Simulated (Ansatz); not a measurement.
Single point in Ansatz 0.2.0 with PBE, no spin polarisation. Cutoff 420 eV, PAW datasets, 4×4×8 Γ-centred k mesh, fermi-dirac filling (width 0.1 eV).

Computed maps in the lattice plane spanned by a (left to right, 8.17 Å, 25 points from zero) and b (bottom to top, 8.17 Å, 25 points from zero), 90° apart, at height 0.000 along c. The fields are smooth PAW ones with compensation charges, not the true ones near nuclei.

Valence density. Digits on a logarithmic scale: 0 up to 0.03 e/Å³, each further digit a factor of 1.6, 9 from 1.3 e/Å³ up:
```
9995445799996544443334599
9964446999998543322223469
6543346999999542222223345
4433346999998532212223344
3322235799997432122234444
4322223567765322122356665
5322222345544322223579997
6422122233444332234699999
7432211223445543335799999
7432222223467764445799999
6444332234699996444699999
5555543335799997544578986
5689875445799997533345555
6999996444699996432233444
7999997544467764322222234
7999997533345544322112234
6999996432233444332221224
5799975322223445543222223
4566653221223567765322223
3444432221234799997532223
4443322212235899999643334
6543322222245999999643345
9964322223345899999644469
9995433344445699997544599
9996434567765567765434699
```

Question: The cell is Cs2FePd2. Which atoms lie within 0.2 Å of this plane, and where (fractions of a and b)?

Answer: Pd at (0.38, 0.88), Pd at (0.12, 0.38), Pd at (0.62, 0.12), Pd at (0.88, 0.62), Fe at (0.00, 0.00), Fe at (0.50, 0.50). The whole cell:
```
CELL_PARAMETERS angstrom
8.17371 0.00000 0.00000
0.00000 8.17371 0.00000
0.00000 0.00000 4.04383
ATOMIC_POSITIONS crystal
Pd 0.37670 0.87670 0.00000
Pd 0.12330 0.37670 0.00000
Pd 0.62330 0.12330 0.00000
Pd 0.87670 0.62330 0.00000
Fe 0.00000 0.00000 0.00000
Fe 0.50000 0.50000 0.00000
Cs 0.17780 0.67780 0.50000
Cs 0.32220 0.17780 0.50000
Cs 0.82220 0.32220 0.50000
Cs 0.67780 0.82220 0.50000
```

Origin: a known structure type with other elements, at an estimated volume, so it need not be a known compound. Caveats: no spin polarisation, so a magnetic state may lie lower.
